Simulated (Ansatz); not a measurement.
Q: Each is relaxed and computed with the program Ansatz at the PBEsol level (PAW). Which is the only metal?
A) ScB2, MoSi2 or CaC2 type
B) BAs, P6_222 (B on 3d, As on 3c)
C) AlBN2, chalcopyrite
D) B4C, Cm (Pearson symbol mS30)

A: A, ScB2, MoSi2 or CaC2 type. ScB2: metal; AlBN2: gap 2.69 eV (direct); B4C: gap 2.82 eV (indirect); BAs: gap 0.31 eV (indirect). Constructed cells (a structure type filled with these elements, in neither database checked): ScB2, MoSi2 or CaC2 type. Typed or built starts, not in the databases checked: AlBN2, chalcopyrite; BAs, P6_222 (B on 3d, As on 3c). Not the usual ambient phase: BAs, P6_222 (B on 3d, As on 3c). Standing as an ambient phase not checked: B4C, Cm (Pearson symbol mS30). Unstable at this level: ScB2, MoSi2 or CaC2 type. All cells were relaxed under the symmetry of their starts (and spin orders); stability against distortions was not tested throughout. Named crystals with no word on spin ran without spin polarisation. Scalar-relativistic: spin–orbit coupling is off unless named, which matters more the heavier the elements.

Potentials: the earlier of the program's two PAW sets. The files were generated under PBE; for other functionals the program regenerates the frozen cores, and for LDA and PBEsol the local potential too.
